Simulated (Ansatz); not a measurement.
## ZrTi3C4: relaxed-ion elastic tensor

All numbers below come from Ansatz 0.2.0, DFT PBE, scalar-relativistic, plane waves, PAW. Settings: 420 eV plane-wave cutoff, Γ-centred 12×12×4 mesh, Fermi-Dirac smearing of 0.15 eV. No spin polarisation.

Equilibrium structure at this level:
```xyz
8
Lattice="3.1503 0.0000 0.0000 0.0000 3.1503 0.0000 0.0000 0.0000 8.8537" Properties=species:S:1:pos:R:3 pbc="T T T"
Zr    0.0000    0.0000    4.4269
Ti    0.0000    0.0000    0.0000
Ti    1.5752    1.5752    2.1320
Ti    1.5752    1.5752    6.7217
C     0.0000    0.0000    2.1235
C     1.5752    1.5752    4.4269
C     0.0000    0.0000    6.7302
C     1.5752    1.5752    0.0000
```

The structure comes from a generated guess, relaxed at this level; another structure or a mixture of phases may lie lower. In a metal, frequencies and elastic constants depend on the k mesh and the smearing, soft modes and shear constants most.

(1) Give the relaxed-ion elastic constants (GPa, Voigt order xx yy zz yz xz xy, on the Cartesian axes of the cell above).

(2) Is the crystal stable against homogeneous strain?

(3) And the moduli of a polycrystal (Hill averages)?

Results:

(1)
C11 = 458.8, C12 = 133.3, C13 = 111.0, C22 = 458.8, C23 = 111.0, C33 = 490.4, C44 = 160.6, C55 = 160.6, C66 = 178.4 GPa; the others vanish.

(2) Yes: the least eigenvalue of the tensor is 160.6 GPa.

(3) B = 235 GPa, G = 170 GPa, E = 411 GPa, ν = 0.21.
